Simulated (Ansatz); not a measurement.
This cell of WSi2 (MoSi2 type, space group I4/mmm) is off equilibrium:

```
WSi2
1.0
   -1.60576     1.60576     3.90206
    1.60576    -1.60576     3.90206
    1.60576     1.60576    -3.90206
W Si
1 2
Direct
  0.09291   0.09291   0.08587
  0.33486   0.33486   0.00000
  0.66514   0.66514   0.00000
```

Computed with r2SCAN (plane waves to 500 eV, PAW, scalar-relativistic; Ansatz, a quantum-chemistry and plane-wave program). k mesh 16×16×16 (Γ-centred), Fermi-Dirac smearing 0.05 eV. Energies are smeared free energies. Stress and pressure are positive under compression. With partly filled bands, energies and forces of such displacements shift with the k mesh and the smearing. Spin-orbit coupling is left out, though W is heavy. WSi2 is run without spin polarisation. WSi2 was relaxed with its symmetry unable to fall.

Problem. What forces act on the atoms (eV/Å, Cartesian)?

Solution. 
```json
[
 {"atom": "W1", "Fx": "-2.097", "Fy": "-2.097", "Fz": "-7.323"},
 {"atom": "Si2", "Fx": "-0.019", "Fy": "-0.019", "Fz": "4.400"},
 {"atom": "Si3", "Fx": "2.116", "Fy": "2.116", "Fz": "2.923"}
]
```

Problem. Give the stress tensor in GPa and the pressure.

Solution. 
```
   14.2      5.2      6.3
    5.2     14.2      6.3
    6.3      6.3     31.0
```
The pressure, a third of the trace, is 19.8 GPa.

Problem. In it atom 1 sits (0.138, 0.138, 0.390) Å away from its relaxed site. What is its energy relative to the relaxed cell?

Solution. 1545 meV/cell.

(For displaced atoms, the force is minus the slope of the energy, and its curvature is a force constant, which sets phonon frequencies.)
